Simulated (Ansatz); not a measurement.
Y$_{2}$Ti$_{2}$S$_{2}$O$_{5}$:
```xyz
11
Lattice="-1.8848 1.8848 11.4838 1.8848 -1.8848 11.4838 1.8848 1.8848 -11.4838" Properties=species:S:1:pos:R:3 pbc="T T T"
Y      0.0000     0.0000    15.2984
Y      0.0000     0.0000     7.6691
Ti     0.0000     0.0000    21.1693
Ti     0.0000     0.0000     1.7982
S      0.0000     0.0000    18.2666
S      0.0000     0.0000     4.7009
O      0.0000     0.0000     0.0000
O      0.0000     1.8848     9.2072
O      1.8848     0.0000     2.2765
O      1.8848     0.0000     9.2072
O      0.0000     1.8848     2.2765
```

The program Ansatz at the r²SCAN level (PAW) gives a gap of 1.14 eV without spin–orbit coupling, maximum at Γ, minimum at Γ.

Q: What happens when spin–orbit coupling is switched on?

A: The gap decreases by 0.04 eV, to 1.10 eV; maximum at Γ, minimum at Γ.

Q: Give the electron effective mass with spin–orbit coupling.

A: 0.58 along x (mₑ).

Q: Give the hole effective mass with spin–orbit coupling.

A: 0.42 along x (mₑ).

Space group I4/mmm. The workflow started from a Materials Project entry (that database holds measured and hypothetical structures alike); the Crystallography Open Database copy checked does not list it. Its standing as an ambient phase is unchecked. The cell was relaxed with r²SCAN under the symmetry of its start; its stability against distortions is not shown here. No spin polarisation was allowed.

Potentials: the later of the program's two PAW sets.
